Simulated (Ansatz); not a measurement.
Relaxed-ion elastic tensor of ScF$_{3}$ (ReO3 type, space group No. 221) in GPa (Voigt order), LDA in the plane-wave PAW code Ansatz; density 2.70 g/cm³, 15.67 Å³ per atom.

```
 280  19.7  19.7   0.0   0.0   0.0
19.7   280  19.7   0.0   0.0   0.0
19.7  19.7   280   0.0   0.0   0.0
 0.0   0.0   0.0  18.0   0.0   0.0
 0.0   0.0   0.0   0.0  18.0   0.0
 0.0   0.0   0.0   0.0   0.0  18.0
```

Problem. Is the crystal mechanically stable?

Solution. Yes: the smallest eigenvalue of C is 18.0 GPa.

Problem. Work out the Voigt, Reuss and Hill averages.

Solution. K_V = 107, K_R = 107, K_H = 107; G_V = 62.9, G_R = 27.4, G_H = 45.2 GPa.

Problem. Give Young's modulus, Poisson's ratio, Pugh's ratio and the universal anisotropy index.

Solution. E = 9KG/(3K + G) = 119 GPa; ν = 0.31; K/G = 2.36 (ductile by the Pugh limit of 1.75); A_U = 5G_V/G_R + K_V/K_R − 6 = 6.46.

Problem. Estimate the sound speeds and the Debye temperature.

Solution. v_l = √((K + 4G/3)/ρ) = 7860 m/s, v_t = √(G/ρ) = 4090 m/s, mean 4580 m/s; Θ = (h/k)(3n/4πV)^(1/3) v_m = 545 K.

Problem. Give the Zener ratio and Young's modulus along [100], [110] and [111].

Solution. A = 2C44/(C11 − C12) = 0.14; 1/E = S11 − 2(S11 − S12 − S44/2)Γ with Γ = 0, 1/4, 1/3 gives 278, 64.2, 51.1 GPa.

Problem. Solve the Christoffel equation for the three sound speeds along [100], [110], [111].

Solution. Eigenvalues of C_ijkl n_j n_l equal ρv². In km/s, slowest first: [100] 2.58, 2.58, 10.19; [110] 2.58, 6.95, 7.89; [111] 5.86, 5.86, 6.95.

Space group Pm-3m (ReO3 type). The first step of the workflow began from a Materials Project structure, measured or hypothetical; the Crystallography Open Database files this formula in space group No. 221, but the cells were not matched. Its standing as an ambient phase is unchecked. The cell was relaxed with LDA under the symmetry of its start; phonons show weakly imaginary modes. The run is not spin-polarised.

Potentials: the earlier of the program's two PAW sets. The files were generated under PBE; for other functionals the program regenerates the frozen cores, and for LDA and PBEsol the local potential too.
